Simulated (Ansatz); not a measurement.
Be₂C:
```cif
data_CBe2
_chemical_formula_sum 'Be2 C1'
_space_group_name_H-M_alt 'P 1'
_space_group_IT_number 1
_cell_length_a 3.04761
_cell_length_b 3.04761
_cell_length_c 3.04761
_cell_angle_alpha 60.000
_cell_angle_beta 60.000
_cell_angle_gamma 60.000
loop_
_space_group_symop_operation_xyz
  'x, y, z'
loop_
_atom_site_label
_atom_site_type_symbol
_atom_site_fract_x
_atom_site_fract_y
_atom_site_fract_z
_atom_site_occupancy
Be1 Be 0.75000 0.75000 0.75000 1
Be2 Be 0.25000 0.25000 0.25000 1
C1 C 0.00000 0.00000 0.00000 1
```

Relaxed with PBEsol. The program Ansatz at the PBEsol level (PAW) gives a gap of 1.08 eV.

**Question.** What gap does HSE06 give on the same cell (Ansatz, PAW)?

**Answer.** 1.92 eV, 0.84 eV more. The hybrid was solved on a coarser mesh and at special points; the gap given is the minimum over both.

```tsv
k	v1 PBEsol	c1 PBEsol	v1 HSE06	c1 HSE06
Γ	0.00	4.12	…	…
X	-4.80	1.08	-5.25	1.92
L	-1.86	4.99	…	…
W	-5.96	5.67	…	…
K	-4.05	3.27	…	…
```

**Question.** Top valence (v1) and lowest conduction level (c1) in eV from each method's valence maximum (which need not be a listed point): supply the withheld HSE06 values.

**Answer.** 
- W, v1 HSE06: -6.59
- W, c1 HSE06: 6.80
- K, v1 HSE06: -4.42
- K, c1 HSE06: 4.22
- Γ, v1 HSE06: 0.00
- Γ, c1 HSE06: 5.17
- L, v1 HSE06: -2.04
- L, c1 HSE06: 6.07

Cost on shared cores: the PBEsol run (SCF on a 11×11×11 mesh, then bands and DOS) very roughly 9 core-seconds, the HSE06 run (SCF on 8×8×8, then a few points) roughly 70 core-seconds; the tasks are unlike.

Space group Fm-3m (fluorite or antifluorite type). The cell was relaxed with PBEsol under the symmetry of its start.

Potentials: the earlier of the program's two PAW sets. The files were generated under PBE; for other functionals the program regenerates the frozen cores, and for LDA and PBEsol the local potential too.
